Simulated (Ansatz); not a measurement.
Cu Kα1 powder pattern (kinematic, no thermal factors).
| 2θ (°) | relative intensity |
| --- | --- |
| 15.19 | 3 |
| 16.97 | 10 |
| 21.51 | 5 |
| 26.44 | 100 |
| 27.55 | 8 |
| 30.61 | 3 |
| 30.65 | 1 |
| 34.34 | 5 |
| 35.20 | 9 |
| 37.76 | 3 |
| 41.65 | 3 |
| 41.68 | 2 |
| 43.83 | 23 |
| 43.87 | 47 |
| 47.33 | 3 |
| 51.92 | 29 |
| 51.98 | 15 |
| 52.59 | 2 |
| 54.43 | 1 |
| 59.20 | 2 |
| 62.05 | 3 |
| 63.72 | 7 |
| 63.83 | 4 |
| 65.98 | 1 |
| 66.47 | 1 |
| 66.55 | 1 |
| 70.23 | 6 |
| 70.29 | 11 |
| 70.77 | 1 |
| 70.80 | 2 |
| 79.07 | 1 |
| 80.58 | 14 |
| 80.65 | 7 |
| 83.07 | 1 |
| 86.59 | 6 |
| 86.63 | 3 |
| 86.73 | 3 |
| 87.09 | 1 |

The pattern is computed from a structure relaxed with DFT PBE, scalar-relativistic, plane waves, PAW (Ansatz). No spin polarisation. Its elements are Al, As, In.

Question: Give the structure.

Answer: Al$_{3}$InAs$_{4}$.
Space group I-42m (No. 121). a = 5.837 Å, b = 5.837 Å, c = 11.657 Å, α = 90.00°, β = 90.00°, γ = 90.00°
```json
{"atom": "Al", "site": "2a", "symmetry": "-42m", "x": "0.0000", "y": "0.0000", "z": "0.0000"}
{"atom": "Al", "site": "4d", "symmetry": "-4..", "x": "0.5000", "y": "0.0000", "z": "0.2500"}
{"atom": "In", "site": "2b", "symmetry": "-42m", "x": "0.5000", "y": "0.5000", "z": "0.0000"}
{"atom": "As", "site": "8i", "symmetry": "..m", "x": "0.2635", "y": "0.2635", "z": "0.3695"}
```

A pattern alone doesn't exclude other cells with like lines; this is the one computed.

The cell was found from a structure generator's guess, not taken from experiment.
